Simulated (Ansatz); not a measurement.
Values for one crystal, relaxed and computed with LDA in the plane-wave PAW code Ansatz; other levels are named.

| Quantity | Result |
|---|---|
| Volume per atom | 14.96 Å³ |
| Electronic character | metallic (no gap) |
| Density of states at the Fermi level | 0.58 states/eV per atom (mean over ±0.08 eV) |
| Zone-centre stability | no imaginary mode at Γ |
| Young's modulus | 194 GPa |
| Formation energy from the elements (no fitted shifts) | -0.39 eV/atom |
| Poisson's ratio | 0.22 |

Problem. Pick the material that matches.
A. TiAl3, Cu3Au type
B. AlNi, CsCl type
C. Al3Ru2, I4/mmm (Al on 2a, Al on 4e, Ru on 4e)
D. ScAl, CsCl type

Solution. A, TiAl3, Cu3Au type

Space group Pm-3m (Cu3Au type). The workflow started from a Materials Project entry (that database holds measured and hypothetical structures alike); the Crystallography Open Database copy checked does not list it. Whether it is the stable phase at ambient conditions was not checked. The LDA relaxation kept the symmetry of its start. No spin polarisation was allowed. The references are the lowest solids computed at this level, not always the standard phases.

Potentials: the later of the program's two PAW sets.
